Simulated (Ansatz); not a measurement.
**CsCl-type MoS**

Method: PBEsol, scalar-relativistic; collinear spin; PAW, 420 eV, Γ-centred 10×10×10 mesh, 0.05 eV Gaussian smearing; code Ansatz; PAW files: Ansatz's generated set soft_2.

Space group Pm-3m (No. 221). a = 2.969 Å, b = 2.969 Å, c = 2.969 Å, α = 90.00°, β = 90.00°, γ = 90.00°
| atom | site | symmetry | x | y | z |
| --- | --- | --- | --- | --- | --- |
| Mo | 1a | m-3m | 0.0000 | 0.0000 | 0.0000 |
| S | 1b | m-3m | 0.5000 | 0.5000 | 0.5000 |

The structure was built from a prototype; whether the compound forms in it isn't claimed.

Magnetic state: non-magnetic, site spin moments none.

The cell above was scaled in volume, its shape and atoms being fixed by the lattice's symmetry. Energies are counted from the cell above.

```json
{"V (Å³/atom)": "12.566", "ΔE (meV/atom)": "16.57", "P from the stress (GPa)": "10.68"}
{"V (Å³/atom)": "12.827", "ΔE (meV/atom)": "3.95", "P from the stress (GPa)": "5.02"}
{"V (Å³/atom)": "13.089", "ΔE (meV/atom)": "0.00", "P from the stress (GPa)": "-0.03"}
{"V (Å³/atom)": "13.351", "ΔE (meV/atom)": "3.78", "P from the stress (GPa)": "-4.53"}
{"V (Å³/atom)": "13.613", "ΔE (meV/atom)": "14.50", "P from the stress (GPa)": "-8.56"}
```

Question: Do the energies and the pressures agree? Compare −ΔE/ΔV between neighbouring points (1 meV/Å³ = 0.1602 GPa) with the mean of their pressures.

Answer: 
```csv
interval (Å³/atom),−ΔE/ΔV (GPa),mean P (GPa)
12.57 to 12.83,7.7,7.9
12.83 to 13.09,2.4,2.5
13.09 to 13.35,-2.3,-2.3
13.35 to 13.61,-6.6,-6.5
```
They differ by 0.13 GPa at most.

Question: What do the two routes give for V0, B0 and B0′?

Answer: A third-order Birch–Murnaghan fit of the energies: V0 = 13.09 Å³/atom, B0 = 237 GPa, B0′ = 4.6. A polynomial of P in ln V, with B = −dP/d ln V at P = 0: V0 = 13.09 Å³/atom, B0 = 238 GPa, B0′ = 4.7.

B0·V0 = 236.9 GPa × 13.09 Å³ = 19.35 eV/atom sets the scale: near the minimum ΔE ≈ ½ B0 V0 x², with x = V/V0 − 1, and a pressure of 2.4 GPa squeezes the volume by about 1 %. At the ends of the curve: x = −4.0 % predicts 15.4 meV/atom and the run gives 16.6; x = +4.0 % predicts 15.6 meV/atom and the run gives 14.5. Compression costs more and expansion less than the parabola says, since the crystal stiffens as it shrinks; B0′ measures that.

The starting moments died out; a magnetic state reached from other starts isn't excluded. The run is a metal.
